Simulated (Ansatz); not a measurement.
Ag (fcc, Cu type)

```yaml
crystal:
  lattice:
    - [0.00000, 2.02717, 2.02717]
    - [2.02717, 0.00000, 2.02717]
    - [2.02717, 2.02717, 0.00000]
  atoms:
    - { symbol: Ag, position: [0.00000, 0.00000, 0.00000] }
```

Equation-of-state scan: isotropic scaling of the cell above, V₀ being its volume. Symmetry pins the atoms to their sites.

These are PBEsol (plane waves to 420 eV, PAW, scalar-relativistic; Ansatz, an electronic-structure program) values and carry that method's errors. k mesh 21×21×21 (Γ-centred), Fermi-Dirac smearing 0.05 eV. The energy includes the smearing's −TS. Ag was relaxed with its symmetry unable to fall. The zero of ΔE is the relaxed starting cell. The last digit holds for this mesh only.

| V (Å³/atom) | ΔE (meV/atom) |
|---|---|
| 13.995 | 231.2 |
| 14.528 | 135.9 |
| 15.061 | 70.3 |
| 15.595 | 28.7 |
| 16.128 | 6.5 |
| 16.661 | 0.0 |
| 17.194 | 6.1 |
| 17.727 | 22.3 |
| 18.260 | 46.6 |
| 18.793 | 77.4 |
| 19.327 | 113.3 |

Q: What is the fitted pressure derivative B₀′?

A: 5.8.

Q: What bulk modulus B₀ follows from a third-order Birch-Murnaghan fit?

A: 118 GPa. Check by three points about V = 16.661 Å³/atom, step 1.066: d²E/dV² ≈ (29 − 2·0 + 22) meV / 1.066² = 0.0449 eV/Å⁶, and V·d²E/dV² × 160.2 = 120 GPa.

(A scan under strain: stresses follow from slopes of the energy per volume, elastic moduli from its curvatures.)
